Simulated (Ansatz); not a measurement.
## Calculated field gradients at the nuclei for Na₄Al₃Ge₃ClO₁₂

The cell is a COD entry, its atoms then relaxed with PBE in this cell.

Space group P-43n (No. 218); a = 9.0438 Å.

```csv
site,Wyckoff,site symmetry,x,y,z
Na,8e,.3.,0.1702,0.1702,0.1702
Al,6d,-4..,0.2500,0.0000,0.5000
Ge,6c,-4..,0.2500,0.5000,0.0000
Cl,2a,23.,0.0000,0.0000,0.0000
O,24i,1,0.1429,0.1429,0.4218
```

One atom of each set is listed.

The numbers come from a DFT calculation in Ansatz (PBE, plane waves and PAW, scalar-relativistic, 420 eV cutoff, Γ-centred 3×3×3 k-points, Fermi–Dirac smearing 0.02 eV).

Conventions: |V_zz| ≥ |V_yy| ≥ |V_xx|, η = (V_xx − V_yy)/V_zz, C_Q = eQV_zz/h.

²³Na: I = 3/2, Q = 104.0 mb; 27Al: I = 5/2, Q = 146.6 mb; ⁷³Ge: I = 9/2, Q = -196.0 mb; Cl-35: I = 3/2, Q = -81.12 mb; O-17: I = 5/2, Q = -25.58 mb. Nuclear quadrupole moments: year-2017 set (Pyykkö).

| site | atoms | first shell | V_zz (10²¹ V/m²) | η | C_Q (MHz) |
| --- | --- | --- | --- | --- | --- |
| Na | 8 | 3 O at 2.30 Å, 1 Cl at 2.67 Å; also 3 O at 3.28 Å | -0.19 | 0.00 | -0.481 |
| Al | 6 | 4 O at 1.76 Å | -0.065 | 0.00 | -0.232 |
| Ge | 6 | 4 O at 1.76 Å | 0.24 | 0.00 | -1.16 |
| Cl | 2 | 4 Na at 2.67 Å | 0.00 | – | 0 |
| O | 24 | 1 Al at 1.76 Å, 1 Ge at 1.76 Å, angle 130°; also 1 Na at 2.30 Å | 9.43 | 0.32 | -5.83 |

An axis of threefold or higher order runs through Na, Al and Ge, so V_zz lies along it and η is zero. Cl sits on a cubic site, where every gradient vanishes.
